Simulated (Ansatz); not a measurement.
¹⁷O NMR of the central transition in LiAlSiH2O5

Cell: a Materials Project structure (computed, not necessarily an observed phase).

Space group Pna2_1 (No. 33); a = 10.6157, b = 7.9991, c = 5.1203 Å.

```
site  Wyckoff  site symmetry       x       y       z
  Li       4a              1  0.3145  0.1576  0.7648
  Al       4a              1  0.3390  0.5667  0.7613
  Si       4a              1  0.1318  0.8534  0.7617
 H13       4a              1  0.9467  0.6105  0.8618
 H17       4a              1  0.9659  0.5395  0.3454
 O21       4a              1  0.4808  0.6773  0.8111
 O25       4a              1  0.2105  0.6903  0.8712
 O29       4a              1  0.3226  0.5196  0.4256
 O33       4a              1  0.3351  0.3799  0.9499
 O37       4a              1  0.9468  0.4874  0.8872
```

One atom of each set is listed.

Computed with Ansatz: DFT, PBE, plane waves and PAW, scalar-relativistic, 420 eV cutoff, Γ-centred 2×3×5 k-points, Fermi–Dirac smearing 0.02 eV.

¹⁷O has I = 5/2 and Q = -25.58 mb (Pyykkö 2018); at 18.8 T its Larmor frequency is ν₀ = 108.6 MHz. Only the quadrupole interaction is simulated: positions count from each site's isotropic chemical shift, and J coupling is left out, as are shift anisotropy and dipolar coupling, which fast spinning averages.

**Question.** Give C_Q, η, the quadrupolar product P_Q = |C_Q|(1 + η²/3)^½, the second-order isotropic shift and the breadth of the pattern (fast magic-angle spinning) for each O site.

**Answer.** 

```json
{"site": "O21", "first shell": "1 Si at 1.64 Å, 1 Al at 1.77 Å; also 1 H at 1.75 Å", "C_Q (MHz)": "-4.20", "η": "0.49", "P_Q (MHz)": "4.36", "δ_QIS (ppm)": "-9.70", "breadth (kHz)": "2.44"}
{"site": "O25", "first shell": "1 Si at 1.65 Å, 1 Al at 1.78 Å, 1 Li at 2.05 Å; also 1 Li at 3.13 Å", "C_Q (MHz)": "-4.12", "η": "0.52", "P_Q (MHz)": "4.30", "δ_QIS (ppm)": "-9.43", "breadth (kHz)": "2.38"}
{"site": "O29", "first shell": "1 Si at 1.65 Å, 1 Al at 1.77 Å, 1 Li at 2.00 Å", "C_Q (MHz)": "-4.02", "η": "0.71", "P_Q (MHz)": "4.34", "δ_QIS (ppm)": "-9.59", "breadth (kHz)": "2.39"}
{"site": "O33", "first shell": "1 Si at 1.65 Å, 1 Al at 1.78 Å, 1 Li at 2.03 Å; also 1 Li at 3.17 Å", "C_Q (MHz)": "-3.91", "η": "0.60", "P_Q (MHz)": "4.14", "δ_QIS (ppm)": "-8.72", "breadth (kHz)": "2.19"}
{"site": "O37", "first shell": "2 H at 0.98–0.99 Å, 1 Li at 1.93 Å", "C_Q (MHz)": "9.24", "η": "0.74", "P_Q (MHz)": "10.1", "δ_QIS (ppm)": "-51.5", "breadth (kHz)": "12.8"}
```

δ_QIS = −(ν_Q²/30ν₀²)[I(I+1) − 3/4](1 + η²/3) × 10⁶ ppm with ν_Q = 3|C_Q|/[2I(2I−1)]; it falls as 1/B₀² in ppm, and the breadth as 1/B₀ in kHz.

The broadest static pattern spans 41 kHz. The table holds for spinning faster than that; slower spinning leaves sidebands.

At O21 V_zz runs parallel to the line that joins its two neighbours (within 10°).

Hardware: 1 thread of Arm Neoverse V1 (aarch64; 8 cores open to the job, memory cap 2.5 GiB, no GPU), a shared host with a load of 0.8 a core. Wall time 2.5 min, CPU time 2.5 min, peak memory 0.92 GiB.
